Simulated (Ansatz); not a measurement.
Starting structure of a cell relaxation (symmetry kept):

```cif
data_structure
_symmetry_space_group_name_H-M 'P 1'
_symmetry_Int_Tables_number 1
_cell_length_a 6.3649
_cell_length_b 6.3649
_cell_length_c 6.3649
_cell_angle_alpha 28.453
_cell_angle_beta 28.453
_cell_angle_gamma 28.453
_cell_volume 51.73
loop_
_atom_site_label
_atom_site_type_symbol
_atom_site_fract_x
_atom_site_fract_y
_atom_site_fract_z
_atom_site_occupancy
Mo1 Mo 0.00000 0.00000 0.00000 1
S1 S 0.75374 0.75374 0.75374 1
S2 S 0.24626 0.24626 0.24626 1
```

Level of theory: Ansatz 0.2.0, DFT PBEsol, scalar-relativistic, plane waves, PAW.

Settings: cutoff 420 eV, Γ-centred mesh 18×18×18 on the computed 3-atom cell, Gaussian smearing of 0.10 eV; no spin polarisation.

What does it relax to?

The volume goes down by 0.14 Å³/atom to 17.11 Å³/atom, and the energy falls by 0.2 meV/atom. Final structure:
Space group R-3m:H (No. 166). a = 3.120 Å, b = 3.120 Å, c = 18.258 Å, α = 90.00°, β = 90.00°, γ = 120.00°
| atom | site | symmetry | x | y | z |
| --- | --- | --- | --- | --- | --- |
| Mo | 3a | -3m | 0.0000 | 0.0000 | 0.0000 |
| S | 6c | 3m | 0.0000 | 0.0000 | 0.7544 |

The cell holds layers, and where no dispersion correction was added their binding is poorly described.

This form isn't the usual stable structure of the compound.